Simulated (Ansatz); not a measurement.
# GaAs: input and result

Input of a DFT run with Ansatz (development build), a test cell that isn't relaxed; energies in eV and lengths in Å:

```yaml
crystal:
  lattice:
    - [0, 2.82665, 2.82665]
    - [2.82665, 0, 2.82665]
    - [2.82665, 2.82665, 0]
  atoms:
    - { symbol: Ga, position: [0, 0, 0] }
    - { symbol: As, position: [0.25, 0.25, 0.25] }
kpoints:
  mp_grid: { grid: [6, 6, 6] }
hamiltonian:
  xc: pbe
  pseudopotentials: { kind: all_electron }
  dispersion: none
scf:
  occupations: { method: fixed }
dielectric: {}
```

Command: `ansatz run input.yaml --threads 11`

It ran on all-electron PAW datasets (no frozen core) at 3600 eV.

Caveats: coarse k mesh; the program warns that the mesh is coarse for the field response.

(1) What clamped-ion dielectric tensor of the whole cell results?

(2) How long does it take on 1 NVIDIA GB300 GPU, shared host?

Answers

(1) 
```
12.11  0.00  0.00
 0.00 12.11  0.00
 0.00  0.00 12.11
```

(2) About 61 s of wall time, 6.5 GiB of host memory.
